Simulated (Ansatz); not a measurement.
Computed with Ansatz, DFT PBE, scalar-relativistic, plane waves, PAW. All cells share a 420 eV cutoff and Γ-centred k meshes spaced at most about 0.3 Å⁻¹ (about 0.25 or finer for metals, 2π included). No spin polarisation in the final relaxations.

These are static total energies at zero pressure. All come from trial cells, and lower structures may exist.

Question: Which of these relaxed structures of Si₂BN is the lowest in energy?
1. Space group P-4m2 (No. 115), tetragonal, a = 3.206 Å, c = 4.320 Å. Si is surrounded by 2 B at 1.93 Å and 2 N at 1.94 Å; around B lie 4 Si at 1.93 Å; N is surrounded by 4 Si at 1.94 Å.
2. Space group P4/mmm (No. 123), tetragonal, a = 3.008 Å, c = 4.088 Å. Si on its first site is surrounded by 2 N at 2.04 Å and 4 B at 2.13 Å; Si on its second site is surrounded by 2 B at 2.04 Å and 4 N at 2.13 Å; B has 6 Si at 2.04–2.13 Å; around N lie 6 Si at 2.04–2.13 Å.
3. Space group P6/mmm (No. 191), hexagonal, a = 5.039 Å, c = 2.619 Å. Around Si lie 2 Si at 2.62 Å, 3 N at 2.91 Å, 3 Si at 2.91 Å and 6 B at 3.19 Å; B has 2 N at 1.31 Å, 2 B at 2.62 Å and 12 Si at 3.19 Å; N is surrounded by 2 B at 1.31 Å, 2 N at 2.62 Å and 6 Si at 2.91 Å.
4. Space group P4/mmm (No. 123), tetragonal, a = 2.385 Å, c = 8.513 Å. Around Si lie 5 Si at 2.38–2.48 Å; B has 4 N at 1.69 Å; N has 4 B at 1.69 Å.

Answer: 1. It has space group P-4m2 (No. 115); the next, 2, with space group P4/mmm (No. 123), lies 0.54 eV/atom higher. Counting B or Si atoms around N (for each partner element, those within 1.25 times its shortest distance or 1.15 times the sum of covalent radii, where it is the nearest in units of that sum or under 1.3), the lowest has N 4 and the next has N 6.

No dispersion correction is applied, so the spacing and binding between layers, chains or molecules are poorly described (P6/mmm, P4/mmm at 12.1 Å³/atom), and this can change margins and order among such cells. Cells relaxed within their symmetry can be saddle points. The P-4m2 cell of Si2BN came from shaking the P4/mmm one. Some candidate types were left out of the draw beforehand, so a known form may be missing.
